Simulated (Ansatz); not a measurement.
SiC (zinc blende, F-43m) under volume change, LDA (plane waves, PAW; program Ansatz), scaled uniformly.

```json
[
 {"V (Å³/atom)": "9.229", "E − E(relaxed) (meV/atom)": "68.3", "P (GPa)": "25.91"},
 {"V (Å³/atom)": "9.533", "E − E(relaxed) (meV/atom)": "28.8", "P (GPa)": "15.97"},
 {"V (Å³/atom)": "9.837", "E − E(relaxed) (meV/atom)": "(withheld)", "P (GPa)": "(withheld)"},
 {"V (Å³/atom)": "10.142", "E − E(relaxed) (meV/atom)": "0.0", "P (GPa)": "-0.02"},
 {"V (Å³/atom)": "10.446", "E − E(relaxed) (meV/atom)": "6.3", "P (GPa)": "-6.42"},
 {"V (Å³/atom)": "10.750", "E − E(relaxed) (meV/atom)": "23.8", "P (GPa)": "-11.96"},
 {"V (Å³/atom)": "11.054", "E − E(relaxed) (meV/atom)": "(withheld)", "P (GPa)": "(withheld)"}
]
```

Question: Complete the blanks.

Answer: 
- 11.054, E − E(relaxed) (meV/atom): 51.2
- 11.054, P (GPa): -16.73
- 9.837, E − E(relaxed) (meV/atom): 6.8
- 9.837, P (GPa): 7.39

Question: What does a third-order Birch–Murnaghan fit give for V₀, B₀ and B′?

Answer: V₀ = 10.14 Å³/atom, B₀ = 229 GPa, B′ = 3.9.

The LDA relaxation kept the symmetry of its start; phonons on a q-mesh show no instability.

Potentials: the later of the program's two PAW sets.
